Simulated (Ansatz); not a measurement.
Relaxed-ion elastic tensor of BIr (CsCl type, space group No. 221) in GPa (Voigt order), plane-wave PAW r²SCAN (Ansatz code); density 16.70 g/cm³, 10.09 Å³ per atom.

```tsv
	1	2	3	4	5	6
1	776	155	155	0.0	0.0	0.0
2	155	776	155	0.0	0.0	0.0
3	155	155	776	0.0	0.0	0.0
4	0.0	0.0	0.0	-28.5	0.0	0.0
5	0.0	0.0	0.0	0.0	-28.5	0.0
6	0.0	0.0	0.0	0.0	0.0	-28.5
```

Question: Is the crystal mechanically stable?

Answer: No: the smallest eigenvalue of C is -28.5 GPa.

Space group Pm-3m (CsCl type). The cell is a constructed one: a structure type filled with these elements; neither database checked (COD, Materials Project) lists it. Whether it is the stable phase at ambient conditions was not checked. Symmetry was held in the r²SCAN relaxation. At this level the phase is mechanically unstable. No spin polarisation was allowed. As this level gives no gap, shear constants depend on the k-mesh and smearing (Fermi–Dirac, 0.1 eV here). Scalar-relativistic: spin–orbit coupling is off unless named, which matters more the heavier the elements.

Potentials: the earlier of the program's two PAW sets.
